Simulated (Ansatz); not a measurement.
Here is the system:

Si:
```yaml
crystal:
  lattice:
    - [3.84371, 0.00000, 0.00000]
    - [-1.92186, 3.32875, 0.00000]
    - [0.00000, 0.00000, 18.90495]
  atoms:
    - { symbol: Si, position: [0.00000, 0.00000, 0.68717] }
    - { symbol: Si, position: [0.00000, 0.00000, 0.81283] }
    - { symbol: Si, position: [0.33333, 0.66667, 0.85465] }
    - { symbol: Si, position: [0.33333, 0.66667, 0.97920] }
    - { symbol: Si, position: [0.66667, 0.33333, 0.02080] }
    - { symbol: Si, position: [0.66667, 0.33333, 0.14535] }
    - { symbol: Si, position: [0.00000, 0.00000, 0.18717] }
    - { symbol: Si, position: [0.00000, 0.00000, 0.31283] }
    - { symbol: Si, position: [0.66667, 0.33333, 0.35465] }
    - { symbol: Si, position: [0.66667, 0.33333, 0.47920] }
    - { symbol: Si, position: [0.33333, 0.66667, 0.52080] }
    - { symbol: Si, position: [0.33333, 0.66667, 0.64535] }
```

This is the r²SCAN-relaxed structure.

### Question
All from DFT-r²SCAN in the program Ansatz with PAW potentials, unless another level is named. Estimate the smallest direct gap on the standard path.

### Answer
1.67 eV.

### Question
Give the HSE06 gap on the r²SCAN cell.

### Answer
1.15 eV.

### Question
And the valence-band maximum?

### Answer
at Γ.

Space group P6_3/mmc. The start of the workflow was typed in or built on a structure type; the Crystallography Open Database copy checked does not list it. It is not the phase usual at ambient conditions (space group No. 227). Symmetry was held in the r²SCAN relaxation; its stability against distortions is not shown here.

Potentials: the later of the program's two PAW sets.
